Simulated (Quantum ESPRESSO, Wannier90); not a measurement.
# Tight-binding from DFT: CdCl₂ (R-3m)

```
begin unit_cell_cart
ang
   -1.9286050330    3.3404419048    0.0000000000
   -3.8572100659    0.0000000000    0.0000000000
   -1.9286050330    1.1134806349    6.1057470000
end unit_cell_cart
begin atoms_frac
Cd   0.0000000000  0.0000000000  0.0000000000
Cl   0.2546230000  0.2546230000  0.2361310000
Cl  -0.2546230000 -0.2546230000 -0.2361310000
end atoms_frac
```

Structure: Materials Project mp-22881, symmetrised, not relaxed again. COD (Crystallography Open Database) has an entry of this formula and space group (matched by these alone). Computed values, not measurements, from PBEsol: Quantum ESPRESSO (norm-conserving PseudoDojo potentials, cutoff 82 Ry, spinors with spin-orbit coupling) on a Γ-centred 6×6×6 mesh, then Wannier90. Density: 10×10×10 mesh, cold smearing 0.01 Ry. The cell is built of weakly bound layers, chains or molecules, whose nearest atoms lie 3.92 Å apart. Database cells relaxed without dispersion often hold them too far apart, which can enlarge gaps and weakens couplings between them; spacing and stacking were not compared with the measured crystal.

A tight-binding model is made by disentanglement and projection with no localisation steps (num_iter = 0), so the 24 orbitals stay atom-like: hydrogen-like Cd: s;p; Cl: s;p, axes along x, y, z; frozen window up to 4.93 eV relative to the valence-band maximum. It follows pw.x to 1.8 meV rms for states up to 4.4 eV relative to the valence-band maximum. Matrix elements depend on this choice of orbitals and windows. Bands 13–16 (Cd 4d 95 %), 17–22 (Cd 4d 95 %) lie between the kept ones and are excluded.

Question: What are the on-site energies relative to the valence-band maximum, and how fast do the hoppings decay?

Answer: 
| atom | orbitals | energy (eV) |
|---|---|---|
| Cd1 | s↑ s↓ | 2.55 |
| Cd1 | pz↑ pz↓ | 7.86 |
| Cd1 | px↑ px↓ py↑ py↓ | 7.89 |
| Cl2 | s↑ s↓ | -12.75 |
| Cl2 | pz↑ pz↓ | -0.58 |
| Cl2 | px↑ px↓ py↑ py↓ | -0.48 |
| Cl3 | s↑ s↓ | -12.75 |
| Cl3 | pz↑ pz↓ | -0.58 |
| Cl3 | px↑ px↓ py↑ py↓ | -0.48 |

```csv
distance of the centres (Å),largest modulus (eV)
2–3,1.4
3–4,0.49
4–5,0.092
5–6,0.074
6–7,0.051
7–8,0.030
8–9,0.0094
```

Effective spin-orbit constants λ of λ L·S, from the same-site elements px↑–py↑ (λ/2) and dx2-y2↑–dxy↑ (λ), where they are among the larger elements: Cd1 p 0.25 eV.
